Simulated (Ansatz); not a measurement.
Total density of states per atom from r²SCAN (plane waves, PAW; program Ansatz), in 0.25 eV bins, energy from the valence-band maximum:

```
E (eV) | states/eV/atom
    -7.85 |  0.00
    -7.60 |  0.00
    -7.35 |  0.00
    -7.10 |  0.00
    -6.85 |  0.00
    -6.60 |  0.00
    -6.35 |  0.00
    -6.10 |  0.00
    -5.85 |  0.00
    -5.60 | # 0.04
    -5.35 | #### 0.25
    -5.10 | ##### 0.37
    -4.85 | ####### 0.48
    -4.60 | ############# 0.92
    -4.35 | ############################## 2.06
    -4.10 | ############# 0.92
    -3.85 | ############ 0.84
    -3.60 | ######### 0.60
    -3.35 | ########## 0.68
    -3.10 | ############### 1.04
    -2.85 | ########## 0.70
    -2.60 | ########## 0.68
    -2.35 | ################## 1.27
    -2.10 | ###################### 1.47
    -1.85 | ##################### 1.42
    -1.60 | ##################### 1.46
    -1.35 | ############################## 2.04
    -1.10 | ######### 0.62
    -0.85 | ############## 0.99
    -0.60 | ########## 0.71
    -0.35 | ################## 1.25
    -0.10 | ######## 0.53
     0.15 |  0.00
     0.40 |  0.00
     0.65 |  0.00
     0.90 |  0.00
     1.15 |  0.00
     1.40 | ######## 0.56
     1.65 | ############### 1.00
     1.90 | ######## 0.53
     2.15 | #### 0.28
     2.40 | ## 0.17
     2.65 | ## 0.10
     2.90 |  0.02
     3.15 | # 0.07
     3.40 | #### 0.30
     3.65 | ######## 0.52
     3.90 | #### 0.30
     4.15 | ######## 0.58
     4.40 | ##### 0.37
     4.65 | ######## 0.52
     4.90 | ######## 0.56
     5.15 | ######### 0.63
     5.40 | ########### 0.76
     5.65 | ############# 0.89
     5.90 | ############### 1.01
```

Question: Which of these materials gives this?
A) Cs2Pd3Se4, Fmmm (Cs on 8i, Pd on 4a, Pd on 8e, Se on 16m)
B) V, bcc (W type)
C) Mg2Cu3Ge, P6_3/mmc (Mg on 4f, Cu on 6h, Ge on 2a)
D) LaGe2Pd2, I4/mmm (La on 2a, Ge on 4e, Pd on 4d)

Answer: A, Cs2Pd3Se4, Fmmm (Cs on 8i, Pd on 4a, Pd on 8e, Se on 16m). Top 1 eV of the valence band: Se 4p 51 %, Pd 4d 46 %. Bottom 1 eV of the conduction band: Se 4p 58 %, Pd 4d 32 %. Projections are on Löwdin-orthogonalised atomic valence shells; empty p or d shells of many metals are not among them.

The first step of the workflow began from a Materials Project structure, measured or hypothetical; the Crystallography Open Database copy checked does not list it. Its standing as an ambient phase is unchecked. The cell was relaxed with r²SCAN under the symmetry of its start; its stability against distortions is not shown here. No spin polarisation was allowed. Scalar-relativistic: spin–orbit coupling is off unless named, which matters more the heavier the elements.

Potentials: the later of the program's two PAW sets.
